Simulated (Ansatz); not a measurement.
Al, DFT, PBEsol, all-electron PAW with datasets made for the crystal, scalar-relativistic (Ansatz 0.2.0), run on 1 thread of Arm Neoverse V2 on a shared host.

The cell is COD entry 4313206, as deposited and not checked against the literature; nothing was relaxed. The listed cell was then made from it by scaling, straining or moving an atom.

Command: `ansatz run input.yaml --threads 1 --pin off --max-ram 3072MiB --backend cpu --events-out ev --progress --plain --runs-dir out`

```yaml
crystal:
  lattice:
    - [0.0, 2.02398, 1.9835004]
    - [2.02398, 0.0, 1.9835004]
    - [2.02398, 2.02398, 0.0]
  atoms:
    - { symbol: Al, position: [0.0, 0.0, 0.0] }
kpoints:
  mp_grid: { grid: [14, 14, 14] }
scf:
  occupations: { method: fermi_dirac, width: 0.05 }
hamiltonian:
  xc: pbesol
  pseudopotentials: { kind: all_electron, datasets: crystal }
output:
  forces: true
  stress: true
  eigenvalues: true
  efg: { contact_densities: true }
```

(1) How large is the problem that the program sets up?

(2) About how long does it take, and how much memory does it use?

Results:

(1) 244 irreducible k-points, 59 plane waves at Γ, 6 bands.

(2) 4.3 s of wall time for 5 SCF iterations, with a peak of 0.26 GiB. Times on shared machines scatter by tens of per cent.
